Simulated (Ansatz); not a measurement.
GaN:
```
GaN
1.0
    0.00000     2.24918     2.24918
    2.24918     0.00000     2.24918
    2.24918     2.24918     0.00000
Ga N
1 1
Direct
  0.00000   0.00000   0.00000
  0.25000   0.25000   0.25000
```

Tensor components refer to the Cartesian frame of this cell.

Problem. Give the proper piezoelectric stress tensor with relaxed ions from plane-wave PAW PBEsol (Ansatz code).

Solution. In C/m², rows x, y, z, Voigt columns; mesh uncertainty up to 0.00.
```
0.00  0.00  0.00  0.37  0.00  0.00
0.00  0.00  0.00  0.00  0.37  0.00
0.00  0.00  0.00  0.00  0.00  0.37
```

The elastic tensor of the same run (GPa):

|  | 1 | 2 | 3 | 4 | 5 | 6 |
|---|---|---|---|---|---|---|
| 1 | 270 | 147 | 147 | 0.0 | 0.0 | 0.0 |
| 2 | 147 | 270 | 147 | 0.0 | 0.0 | 0.0 |
| 3 | 147 | 147 | 270 | 0.0 | 0.0 | 0.0 |
| 4 | 0.0 | 0.0 | 0.0 | 152 | 0.0 | 0.0 |
| 5 | 0.0 | 0.0 | 0.0 | 0.0 | 152 | 0.0 |
| 6 | 0.0 | 0.0 | 0.0 | 0.0 | 0.0 | 152 |

Problem. Convert to strain constants d = e·S.

Solution. In pC/N:
```
0.0  0.0  0.0  2.4  0.0  0.0
0.0  0.0  0.0  0.0  2.4  0.0
0.0  0.0  0.0  0.0  0.0  2.4
```

Space group F-43m (zinc blende). Symmetry was held in the PBEsol relaxation.

Potentials: the earlier of the program's two PAW sets.
